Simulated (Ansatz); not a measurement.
Data:

Starting cell, Sb (A7 type, space group R-3m):

```xyz
2
Lattice="2.1640 1.2494 3.7814 -2.1640 1.2494 3.7814 0.0000 -2.4987 3.7814" Properties=species:S:1:pos:R:3 pbc="T T T"
Sb     0.0000     0.0000     2.6459
Sb     0.0000     0.0000     8.6984
```

In each cell atom 1 (Sb, nearest neighbour Sb at 2.920 Å; its periodic images, 4.3 Å or more away, move with it) moves by s·(1.000, 0.000, 0.000) (along Cartesian x), the rest being held.

Calculation: r2SCAN+rVV10 (plane waves to 500 eV, PAW, scalar-relativistic; Ansatz, a first-principles code). k mesh 11×11×11 (Γ-centred), Fermi-Dirac smearing 0.05 eV. E stands for the smeared free energy. With partly filled bands, energies and forces of such displacements shift with the k mesh and the smearing. Sb was relaxed with its symmetry unable to fall. Spin-orbit coupling is left out, though Sb is heavy. ΔE is measured from the undisplaced structure.

The scan covers s from -0.580 to 0.580 Å in 11 points.

**Question.** Is the energy the same for equal positive and negative displacements?

**Answer.** Even: the same for both signs. With its periodic images moving along, the atom's site symmetry in this cell is 3m.

**Question.** What force acts on the atom along the line at s = -0.580 Å?

**Answer.** 2.64 eV/Å.

**Question.** What is the energy change at s = 0.580 Å?

**Answer.** 604 meV/cell.

**Question.** What is the force constant k = d²E/ds² of this move at s = 0?

**Answer.** 2.43 eV/Å².

(A displaced cell: forces are minus the slopes of the energy, force constants its curvatures, and phonons follow from these.)
